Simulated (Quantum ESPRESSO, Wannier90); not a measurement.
# InSe (R3m), plane waves to Wannier functions

```xyz
4
Lattice="-2.0233 3.5045 0.0000 -4.0467 0.0000 0.0000 -2.0233 1.1682 8.6085" Properties=species:S:1:pos:R:3 pbc="T T T"
In     0.0000     0.0000    -2.8499
In     0.0000     0.0000    -0.0473
Se     2.0233    -1.1682     1.2126
Se     2.0233    -1.1682    -4.1099
```

Cell from Materials Project (mp-22691), symmetrised, no further relaxation. COD (Crystallography Open Database) has the formula in 2 space groups, this one among them (matched by group alone). Method: PBEsol plane waves in Quantum ESPRESSO 7.5 (PseudoDojo norm-conserving files, 69 Ry, no spin polarisation, no spin-orbit coupling), Bloch states on a 6×6×6 mesh through Γ, Wannier90 4.0.1. Density: 10×10×10 mesh, Gaussian smearing 0.01 Ry. The cell is built of weakly bound layers, chains or molecules, whose nearest atoms lie 4.03 Å apart. Database cells relaxed without dispersion often hold them too far apart, which can enlarge gaps and weakens couplings between them; spacing and stacking were not compared with the measured crystal. Spin-orbit coupling is left out although heavy elements are present.

Bands 11-20 form an isolated set from -14.83 to -14.11 eV relative to the valence-band maximum (on the path) and are turned into 10 Wannier functions by minimising the spread from the start: atomic waves In 4d.

Centres (Cartesian, Å; one of the equivalent choices) and spreads:

```
n       x       y       z  spread (Å²)  nearest atom
--  -----  ------  ------  -----------  ------------
1   0.000   0.000  -2.843        0.587           In1
2   0.000  -0.033  -2.902        0.719           In1
3   0.000   0.034  -2.902        0.719           In1
4   0.000   0.044  -2.882        0.689           In1
5   0.000  -0.044  -2.882        0.689           In1
6   0.000   0.000  -0.054        0.587           In2
7   0.000  -0.034   0.006        0.720           In2
8   0.000   0.034   0.006        0.720           In2
9   0.000   0.045  -0.014        0.690           In2
10  0.000  -0.045  -0.014        0.690           In2
```

Ω_I = 6.67 Å², Ω_total = 6.81 Å²; the interpolated bands follow pw.x to 0.2 meV rms on the path. Only this start was tried; a symmetric start can stop on a saddle, and mixtures of these functions could lower the total by at most Ω_total − Ω_I.
